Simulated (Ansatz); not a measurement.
## YGe₂Rh₂: vacancy hop by nudged elastic band (Ansatz)

Run with:

```bash
ansatz run input.yaml --threads 4 --pin off --max-ram 8192MiB --backend cpu --events-out ev --progress --plain --runs-dir out
```

Input:

```yaml
crystal:
  lattice:
    - [0.0, 8.325546, 4.0e-07]
    - [8.325546, 0.0, 4.0e-07]
    - [2.08138675, 2.08138675, -5.1778488]
  atoms:
    - { symbol: "Y", position: [0.00127006, -0.001921, -0.0005043] }
    - { symbol: Ge, position: [0.19031248, 0.187723, 0.24443974] }
    - { symbol: Ge, position: [0.30686549, 0.30861845, 0.75664396] }
    - { symbol: Rh, position: [0.37117495, 0.12263329, 0.50632393] }
    - { symbol: Rh, position: [0.12529971, 0.37236784, 0.49706057] }
    - { symbol: "Y", position: [-0.0012505, 0.50005296, 0.00346444] }
    - { symbol: Ge, position: [0.18551009, 0.68878624, 0.24298061] }
    - { symbol: Ge, position: [0.31385641, 0.81075848, 0.75310291] }
    - { symbol: Rh, position: [0.37282583, 0.62050464, 0.50484885] }
    - { symbol: Rh, position: [0.12050842, 0.87634082, 0.49878289] }
    - { symbol: "Y", position: [0.50172551, 0.00332265, -0.00280236] }
    - { symbol: Ge, position: [0.68878819, 0.19460966, 0.23796592] }
    - { symbol: Ge, position: [0.81400674, 0.31504002, 0.75276972] }
    - { symbol: Rh, position: [0.87334022, 0.12672144, 0.50823647] }
    - { symbol: Rh, position: [0.62246334, 0.37291461, 0.50035253] }
    - { symbol: Ge, position: [0.68974389, 0.6898661, 0.24687922] }
    - { symbol: Ge, position: [0.81159855, 0.80823612, 0.75436336] }
    - { symbol: Rh, position: [0.87352004, 0.62366824, 0.50095521] }
    - { symbol: Rh, position: [0.63087127, 0.87645131, 0.49192105] }
kpoints:
  mp_grid: { grid: [2, 2, 3] }
magnetization:
  spin_polarized: false
scf:
  occupations: { method: cold, width: 0.15 }
hamiltonian:
  pseudopotentials: { kind: paw }
  xc: pbesol
basis:
  ecutwfc: 420
neb:
  images: 3
  relax_end_points: true
  climbing: true
  f_tol: 0.1
  max_iterations: 40
  order_check: false
  final_atoms:
    - { symbol: "Y", position: [0.00127006, -0.001921, -0.0005043] }
    - { symbol: Ge, position: [0.19031248, 0.187723, 0.24443974] }
    - { symbol: Ge, position: [0.30686549, 0.30861845, 0.75664396] }
    - { symbol: Rh, position: [0.37117495, 0.12263329, 0.50632393] }
    - { symbol: Rh, position: [0.12529971, 0.37236784, 0.49706057] }
    - { symbol: "Y", position: [-0.49816612, 0.4929368, 0.0029839] }
    - { symbol: Ge, position: [0.18551009, 0.68878624, 0.24298061] }
    - { symbol: Ge, position: [0.31385641, 0.81075848, 0.75310291] }
    - { symbol: Rh, position: [0.37282583, 0.62050464, 0.50484885] }
    - { symbol: Rh, position: [0.12050842, 0.87634082, 0.49878289] }
    - { symbol: "Y", position: [0.50172551, 0.00332265, -0.00280236] }
    - { symbol: Ge, position: [0.68878819, 0.19460966, 0.23796592] }
    - { symbol: Ge, position: [0.81400674, 0.31504002, 0.75276972] }
    - { symbol: Rh, position: [0.87334022, 0.12672144, 0.50823647] }
    - { symbol: Rh, position: [0.62246334, 0.37291461, 0.50035253] }
    - { symbol: Ge, position: [0.68974389, 0.6898661, 0.24687922] }
    - { symbol: Ge, position: [0.81159855, 0.80823612, 0.75436336] }
    - { symbol: Rh, position: [0.87352004, 0.62366824, 0.50095521] }
    - { symbol: Rh, position: [0.63087127, 0.87645131, 0.49192105] }
```

Origin of the cell: a database entry, scaled a little.

The cell is 2×2×1 cells of YGe2Rh2 with one Y taken out; atom 6 (Y) hops into the empty site, 4.14 Å away before the end points are relaxed. All atoms were shaken by about 0.02 Å first.

Output (shortened):

```
Warning: neb: disabling space-group detection — the band's intermediate images generally break the endpoint symmetry, so no spatial operation reduces the k-mesh or symmetrises the density, ex […]
Pseudopotentials: kind: paw
Pseudopotential: Y, paw, valence charge 11, recommended cutoff 420 eV (normal), Y.paw.azcp
Pseudopotential: Ge, paw, valence charge 14, recommended cutoff 420 eV (normal), Ge.paw.azcp
Pseudopotential: Rh, paw, valence charge 17, recommended cutoff 420 eV (normal), Rh.paw.azcp
Functional definition: PBEsol
  exchange = pbesol_x
  correlation = pbesol_c
parallel-image band execution: 3 concurrent image workers
NEB image 0
Crystal: 19 atoms, lattice volume = 358.901 Å³
Basis set: ecut = 420 eV, 6959 PW (Γ), exchange–correlation on 120×120×80 points (8 copies of the dense FFT grid, shifted against one another)
Bands: 169, of which v1, the nominal top of the filled ones, is band 141 counted from 1 (140 counted from 0)
Symmetry: 1 space group operations
[… 10 lines left out …]
Initial density: superposition of atomic densities (neutral atoms: chi_scale 0, normalization atom), corrected by the library's trained network
Functional: x = pbesol(κ = 0.804, μ = 0.123457), c = pbesol(β = 0.046)
SCF iter   1: F=—  HF=-96137.212712 eV  Δρ=9.17e-3  dr2=3.85e-1  defer=5
SCF iter   2: F=—  HF=-96137.194239 eV  S|Δr|=    0.00e0  Δρ=7.73e-3  dr2=1.67e-1  defer=19
SCF iter   3: F=—  HF=-96137.155119 eV  S|Δr|=    0.00e0  Δρ=9.62e-4  dr2=5.76e-3  defer=19
[… 3 lines left out …]
SCF iter   7: F=—  HF=-96137.155272 eV  S|Δr|=    0.00e0  Δρ=1.18e-5  dr2=7.35e-7  defer=19
SCF iter   8: F=—  HF=-96137.155272 eV  S|Δr|=    0.00e0  Δρ=4.39e-6  dr2=1.02e-7
SCF iter   9: F=-96137.155272 eV  HF=-96137.155272 eV  S|Δr|=    0.00e0  Δρ=1.45e-6  dr2=1.28e-8
NEB iter   1: max|band force component| = 3.904e0 eV/Å  barrier→ = 5.6580 eV  barrier← = 5.6580 eV  Δτ_max = 0.2000 Å  (45 SCF iters)
NEB iter   2: max|band force component| = 5.753e-1 eV/Å  barrier→ = 3.5163 eV  barrier← = 3.5163 eV  Δτ_max = 0.0820 Å  (27 SCF iters)
NEB iter   3: max|band force component| = 3.267e-1 eV/Å  barrier→ = 3.3505 eV  barrier← = 3.3505 eV  CI = image 2  Δτ_max = 0.0949 Å  (24 SCF iters)
NEB iter   4: max|band force component| = 6.689e-2 eV/Å  barrier→ = 3.2886 eV  barrier← = 3.2886 eV  CI = image 2  Δτ_max = 0.0194 Å  (24 SCF iters)
NEB iter   5: max|band force component| = 7.963e-2 eV/Å  barrier→ = 3.2850 eV  barrier← = 3.2850 eV  CI = image 2  Δτ_max = 0.0000 Å  (7 SCF iters)
--- NEB band (5 images, 5 band iterations, 127 SCF iterations, 52 more in tests of the images' electronic states and relaxations of end points) ---
  forward barrier  = 3.284957 eV
  backward barrier = 3.284957 eV
  lagrangian_above_aufbau_ev (what the smearing adds, to first order; not taken off the barriers): saddle image +0.005278 eV, end points -0.002504 and -0.002479 eV
  climbing image's point = of an order that was not read
  energies are F+E_penalty+E_count in eV, relative to image 0
  image     s (Å)  Δ vs image 0  max|band force component| (eV/Å)
      0    0.0000      0.000000                                 —
      1    1.1011      1.457393                          7.963e-2
  *   2    2.2071      3.284957                          6.769e-2
      3    3.3133      1.456883                          7.929e-2
      4    4.4144      0.000000                                 —
```

The converged band:

| image | path over all atoms (Å) | ΔF (eV) | Y x | y | z (Å) |
| --- | --- | --- | --- | --- | --- |
| 0 | 0.00 | 0.000 | 4.16 | 0.00 | 0.00 |
| 1 | 1.10 | 1.457 | 4.15 | -1.00 | 0.01 |
| 2 | 2.21 | 3.285 | 4.16 | -2.08 | 0.00 |
| 3 | 3.31 | 1.457 | 4.17 | -3.17 | 0.00 |
| 4 | 4.41 | 0.000 | 4.16 | -4.17 | 0.00 |

Highest image (2), forces in eV/Å:

```xyz
19
Lattice="0.000 8.326 0.000 8.326 0.000 0.000 2.081 2.081 -5.178" Properties=species:S:1:pos:R:3:forces:R:3 pbc="T T T" image=2
Y    -0.022    0.075   -0.015   -0.005    0.005    0.004
Ge    2.151    2.183   -1.237    0.003    0.001   -0.025
Ge    4.217    4.133   -3.893   -0.006   -0.008    0.026
Rh    2.057    4.156   -2.690    0.003   -0.068   -0.002
Rh    4.143    2.098   -2.615   -0.032    0.019    0.009
Y     4.159   -2.084    0.001    0.000    0.000    0.000
Ge    6.183    2.105   -1.283    0.006    0.008   -0.026
Ge    8.249    4.055   -3.939   -0.003   -0.001    0.025
Rh    6.258    4.140   -2.562    0.032   -0.019   -0.009
Rh    8.343    2.082   -2.486   -0.003    0.067    0.002
Y     0.016    4.082    0.016    0.005   -0.005   -0.004
Ge    1.817    6.147   -1.361   -0.015    0.031    0.030
Ge    3.929    8.341   -3.736    0.001   -0.015   -0.006
Rh    2.058    8.330   -2.318    0.012   -0.008    0.001
Rh    4.162    6.217   -2.679    0.002    0.000   -0.002
Ge    6.472    6.223   -1.440   -0.001    0.015    0.005
Ge    8.583    8.417   -3.816    0.015   -0.031   -0.030
Rh    6.239    8.347   -2.498   -0.002    0.001    0.002
Rh    8.342    6.234   -2.858   -0.012    0.008   -0.001
```

Barrier of this path: 3.28 eV forwards, 3.28 eV backwards, after 5 band iterations.

Caveats: no moments, though an odd count or open d shells may carry them; the k mesh is coarse if the cell is a metal; a small cell with a neutral vacancy and no spin, whose shape can make like sites unlike; the cell is held at a rescaled volume, and strain moves barriers; the hop was drawn among near neighbours and need not be the easiest path; few images and a loose tolerance, and neither the top nor the ends were tested for their order.

The run took 7.4 min on 4 threads of Arm Neoverse V1, with other jobs on the host, peak memory 2.6 GiB, from the program's own first density.
